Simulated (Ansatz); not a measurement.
TlBr in space group P6_3/mmc (No. 194; Tl on 2c, Br on 2d) under volume change, plane-wave PAW HSE06 (Ansatz code), shape and atoms relaxed at each volume.

```
V (Å³/atom)  E − E(relaxed) (meV/atom)  P (GPa)
-----------  -------------------------  -------
42.973                            18.2     1.50
44.390                             7.6     0.91
45.806                               ?        ?
47.223                             0.0     0.00
48.640                             1.6    -0.35
50.056                             6.0    -0.64
51.473                               ?        ?
```

**Question.** What belongs in the gaps?

**Answer.** 
- 45.806, E − E(relaxed) (meV/atom): 1.8
- 45.806, P (GPa): 0.42
- 51.473, E − E(relaxed) (meV/atom): 12.7
- 51.473, P (GPa): -0.88

**Question.** What does a third-order Birch–Murnaghan fit give for V₀, B₀ and B′?

**Answer.** V₀ = 47.22 Å³/atom, B₀ = 12.6 GPa, B′ = 5.0.

A made-up cell: these elements were put on the sites of a structure type; neither database checked (COD, Materials Project) lists it. COD files the formula under space group No. 221. Whether it is the stable phase at ambient conditions was not checked. The cell was relaxed with HSE06 under the symmetry of its start; its stability against distortions is not shown here. Scalar-relativistic: spin–orbit coupling is off unless named, which matters more the heavier the elements.

Potentials: the later of the program's two PAW sets.
